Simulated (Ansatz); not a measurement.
Data:

LaCu₅:
```cif
data_Cu5La
_chemical_formula_sum 'La1 Cu5'
_space_group_name_H-M_alt 'P6/mmm'
_space_group_IT_number 191
_space_group_name_Hall '-P 6 2'
_cell_length_a 5.15897
_cell_length_b 5.15897
_cell_length_c 4.04457
_cell_angle_alpha 90.000
_cell_angle_beta 90.000
_cell_angle_gamma 120.000
loop_
_atom_site_label
_atom_site_type_symbol
_atom_site_symmetry_multiplicity
_atom_site_Wyckoff_symbol
_atom_site_fract_x
_atom_site_fract_y
_atom_site_fract_z
_atom_site_occupancy
La1 La 1 a 0.00000 0.00000 0.00000 1
Cu1 Cu 3 g 0.50000 0.50000 0.50000 1
Cu2 Cu 2 c 0.33333 0.66667 0.00000 1
```

This is the r²SCAN-relaxed structure.

All from r²SCAN (plane waves, PAW; program Ansatz), unless another level is named. Give the density of states at the Fermi level.

0.64 states/eV per atom (mean over ±0.08 eV).

What about the formation energy from the elements (no fitted shifts)?

-0.14 eV/atom.

The first step of the workflow began from a Materials Project structure, measured or hypothetical; the Crystallography Open Database copy checked does not list it. Whether it is the stable phase at ambient conditions was not checked. The cell was relaxed with r²SCAN under the symmetry of its start; its stability against distortions is not shown here. The run is not spin-polarised. The references are the lowest solids computed at this level, not always the standard phases. Scalar-relativistic: spin–orbit coupling is off unless named, which matters more the heavier the elements.

Potentials: the later of the program's two PAW sets.
